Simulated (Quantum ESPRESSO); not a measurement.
```xyz
4
Lattice="3.8612 0.0000 0.0000 -1.9306 3.3439 0.0000 0.0000 0.0000 6.3351" Properties=species:S:1:pos:R:3 pbc="T T T"
Al     0.0000     2.2293     0.0003
Al     1.9306     1.1146     3.1678
P      0.0000     2.2293     2.3754
P      1.9306     1.1146     5.5429
```

Cell and atoms were relaxed with PBEsol from Materials Project entry mp-8880, within its symmetry.

**Question.** What does PBEsol (Quantum ESPRESSO, PseudoDojo norm-conserving, 44 Ry, no spin-orbit coupling) give for the electronic structure near the Fermi level?

**Answer.** The PBEsol gap is indirect, 1.82 eV, from Γ to M; the smallest direct gap is 2.32 eV. 

This is not the ordinary phase of the substance; no match was found in the copy of COD used, and its stability was not checked.
